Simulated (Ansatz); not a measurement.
BP:
```xyz
12
Lattice="5.5760 0.0000 0.0000 0.0000 5.5760 0.0000 0.0000 0.0000 5.5760" Properties=species:S:1:pos:R:3 pbc="T T T"
B      1.3940     0.0000     2.7880
B      2.7880     1.3940     0.0000
B      2.7880     4.1820     0.0000
B      4.1820     0.0000     2.7880
B      0.0000     2.7880     4.1820
B      0.0000     2.7880     1.3940
P      1.3940     2.7880     0.0000
P      0.0000     1.3940     2.7880
P      0.0000     4.1820     2.7880
P      4.1820     2.7880     0.0000
P      2.7880     0.0000     4.1820
P      2.7880     0.0000     1.3940
```

Relaxed with r²SCAN.

**Question.** Give the Bader charges and basin volumes of the independent atoms, r²SCAN in the plane-wave PAW code Ansatz.

**Answer.** 

```csv
atom,Bader charge (e),Bader volume (Å³)
B1,+0.53,8.0
P7,-0.53,20.1
```

Space group Pm-3n. The start of the workflow was typed in or built on a structure type; neither database checked (COD, Materials Project) lists it. It is not the phase usual at ambient conditions (space group No. 216). The r²SCAN relaxation kept the symmetry of its start; its stability against distortions is not shown here.

Potentials: the later of the program's two PAW sets.
